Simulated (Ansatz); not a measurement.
Relaxed-ion elastic tensor of TaRu (L1₀ or tetragonal B2, P4/mmm) in GPa (Voigt order), LDA in the plane-wave PAW code Ansatz; density 15.44 g/cm³, 15.17 Å³ per atom.

```
 416   220   233   0.0   0.0   0.0
 220   416   233   0.0   0.0   0.0
 233   233   389   0.0   0.0   0.0
 0.0   0.0   0.0  70.8   0.0   0.0
 0.0   0.0   0.0   0.0  70.8   0.0
 0.0   0.0   0.0   0.0   0.0  70.8
```

Task: Is the crystal mechanically stable?

Result: Yes: the smallest eigenvalue of C is 70.8 GPa.

Task: Work out the Voigt, Reuss and Hill averages.

Result: K_V = 288, K_R = 288, K_H = 288; G_V = 78.2, G_R = 76.9, G_H = 77.5 GPa.

Task: Give Young's modulus, Poisson's ratio, Pugh's ratio and the universal anisotropy index.

Result: E = 9KG/(3K + G) = 213 GPa; ν = 0.38; K/G = 3.71 (ductile by the Pugh limit of 1.75); A_U = 5G_V/G_R + K_V/K_R − 6 = 0.08.

Task: Estimate the sound speeds and the Debye temperature.

Result: v_l = √((K + 4G/3)/ρ) = 5030 m/s, v_t = √(G/ρ) = 2240 m/s, mean 2530 m/s; Θ = (h/k)(3n/4πV)^(1/3) v_m = 304 K.

Task: Solve the Christoffel equation for the three sound speeds along x, y, z.

Result: Eigenvalues of C_ijkl n_j n_l equal ρv². In km/s, slowest first: x 2.14, 2.14, 5.19; y 2.14, 2.14, 5.19; z 2.14, 2.14, 5.02.

Task: How much does each axis shrink under pressure?

Result: Linear compressibilities β_i = Σ_j S_ij (j = 1 to 3): x 1.1, y 1.1, z 1.2 per TPa.

The workflow started from a Materials Project entry (that database holds measured and hypothetical structures alike); the Crystallography Open Database files this formula in space group No. 123, but the cells were not matched. Its standing as an ambient phase is unchecked. Symmetry was held in the LDA relaxation; whether a distortion lowers the energy is not shown. No spin polarisation was allowed. As this level gives no gap, shear constants depend on the k-mesh and smearing (Fermi–Dirac, 0.1 eV here). Spin–orbit coupling is left out wherever it is not named.

Potentials: the earlier of the program's two PAW sets. The files were generated under PBE; for other functionals the program regenerates the frozen cores, and for LDA and PBEsol the local potential too.
